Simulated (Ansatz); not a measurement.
Relaxed Al (fcc, Cu type):

```yaml
crystal:
  lattice:
    - [4.03999, 0.00000, 0.00000]
    - [0.00000, 4.03999, 0.00000]
    - [0.00000, 0.00000, 4.03999]
  atoms:
    - { symbol: Al, position: [0.00000, 0.00000, 0.00000] }
    - { symbol: Al, position: [0.50000, 0.50000, 0.00000] }
    - { symbol: Al, position: [0.50000, 0.00000, 0.50000] }
    - { symbol: Al, position: [0.00000, 0.50000, 0.50000] }
```

In this cell atom 1 (Al, nearest neighbour Al at 2.857 Å; its periodic images, 4.0 Å or more away, move with it) is moved by s along Cartesian [111], unit vector (0.577, 0.577, 0.577); all other atoms and the cell stay fixed.

Method: PBE (plane waves to 420 eV, PAW, scalar-relativistic; Ansatz, a quantum-chemistry and plane-wave program). k mesh 9×9×9 (Γ-centred), Fermi-Dirac smearing 0.05 eV. E stands for the smeared free energy. With partly filled bands, energies and forces of such displacements shift with the k mesh and the smearing. On this mesh the relaxed cell isn't quite at rest: it carries a pressure of 0.2 GPa (compression positive) at the zero of the scan. Al was relaxed with its symmetry unable to fall. The PAW data are Ansatz's earlier set. The zero of ΔE is the undisplaced structure. The last digit holds for this mesh only.

| s (Å) | ΔE (meV/cell) |
|---|---|
| -0.570 | 901.2 |
| -0.456 | 535.2 |
| -0.342 | withheld |
| -0.228 | 118.3 |
| -0.114 | 28.6 |
| 0.000 | 0.0 |
| 0.114 | 28.6 |
| 0.228 | 118.3 |
| 0.342 | withheld |
| 0.456 | 535.2 |
| 0.570 | 901.2 |

Q: Fit an even polynomial form (powers 2, 4, 6) to the given rows and predict ΔE at s = 0.342.

A: Least squares on the 9 given rows: ΔE = (2169)·s² + (2100)·s⁴ + (-732.7)·s⁶, in meV/cell with s in Å; root-mean-square residual 0.04 meV/cell. At 0.342 the fit gives 281.3 meV/cell; the calculation gives 281.1 meV/cell, so the interpolation is off by 0.2 (+0.1 %). The quadratic term alone would give 253.7 meV/cell.

(A displaced cell: forces are minus the slopes of the energy, force constants its curvatures, and phonons follow from these.)
